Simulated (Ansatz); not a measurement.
Al₂O₃ in space group Pbcn (No. 60; Al on 8d, O on 8d, O on 4c), r²SCAN (plane waves, PAW; program Ansatz). The conduction-band minimum lies at Γ, with 1 equivalent valley. Second derivatives d²E/dk² of the lowest band at one valley (eV·Å²), along Cartesian directions:

```json
[
 {"direction": "[100]", "d²E/dk²": "20.06"},
 {"direction": "[010]", "d²E/dk²": "20.07"},
 {"direction": "[001]", "d²E/dk²": "20.48"},
 {"direction": "[110]", "d²E/dk²": "20.06"},
 {"direction": "[101]", "d²E/dk²": "20.27"},
 {"direction": "[011]", "d²E/dk²": "20.28"}
]
```

### Question
Find the principal effective masses, the density-of-states mass and the conductivity mass.

### Answer
Off-diagonal terms follow from H_xy = H[110] − (H_xx + H_yy)/2, and m*/mₑ = 7.620 eV·Å² over each eigenvalue: 0.37, 0.38, 0.38. One valley's DOS mass (m₁m₂m₃)^(1/3) = 0.38, conductivity mass 3/(Σ 1/mᵢ) = 0.38 mₑ.

### Question
What effective density of states Nc follows at 300 K for parabolic valleys?

### Answer
Nc = 2.509e19 × 1 × (0.38)^(3/2) ≈ 5.9e18 cm⁻³.

The workflow started from a Materials Project entry (that database holds measured and hypothetical structures alike); the Crystallography Open Database copy checked does not list it. It is not the phase usual at ambient conditions (space group No. 167). The r²SCAN relaxation kept the symmetry of its start; its stability against distortions is not shown here.

Potentials: the later of the program's two PAW sets.

Edges and masses are those of Kohn–Sham bands, whose gap is no quasiparticle gap.
